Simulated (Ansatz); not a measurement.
AlGa₅P₆: stable or not

The cell was found from a structure generator's guess, not taken from experiment.

Level of theory: Ansatz 0.2.0, DFT PBE, scalar-relativistic, plane waves, PAW. Settings of the last relaxation (12-atom cell): 420 eV, 6×6×4 k points, Gaussian smearing of 0.02 eV, no spin polarisation.

```cif
data_structure
_symmetry_space_group_name_H-M 'P31m'
_symmetry_Int_Tables_number 157
_cell_length_a 6.7256
_cell_length_b 6.7256
_cell_length_c 6.3939
_cell_angle_alpha 90.000
_cell_angle_beta 90.000
_cell_angle_gamma 120.000
_cell_volume 250.47
loop_
_atom_site_label
_atom_site_type_symbol
_atom_site_symmetry_multiplicity
_atom_site_Wyckoff_symbol
_atom_site_fract_x
_atom_site_fract_y
_atom_site_fract_z
_atom_site_occupancy
Al1 Al 1 a 0.00000 0.00000 0.49922 1
Ga1 Ga 2 b 0.33333 0.66667 0.49996 1
Ga2 Ga 3 c 0.00000 0.66664 0.00014 1
P1 P 2 b 0.33333 0.66667 0.87426 1
P2 P 1 a 0.00000 0.00000 0.87301 1
P3 P 3 c 0.00000 0.66697 0.37430 1
```

Formation energies are uncorrected and refer to the elements' standard structures at the same level. The references include black phosphorus.

Task: These tests were run: energy against the elements; random kick, then relaxation without symmetry; phonons at Γ; elastic tensor. What do they show?

Result:

| test | result |
| --- | --- |
| energy against the elements | −0.456 eV/atom |
| random kick, then relaxation without symmetry | returns |
| phonons at Γ | lowest optical mode 80 cm⁻¹ |
| elastic tensor | least eigenvalue 41 GPa |

It fails none of these tests. Other phases of the system weren't compared here, so this isn't yet thermodynamic stability. Phonons away from Γ weren't computed.

The reference form of P is held partly by dispersion forces, which this level lacks. The kick test ran on a coarse mesh. The run for the phonons used a 6×6×4 k mesh. The run for the elastic tensor used a 6×6×4 k mesh.
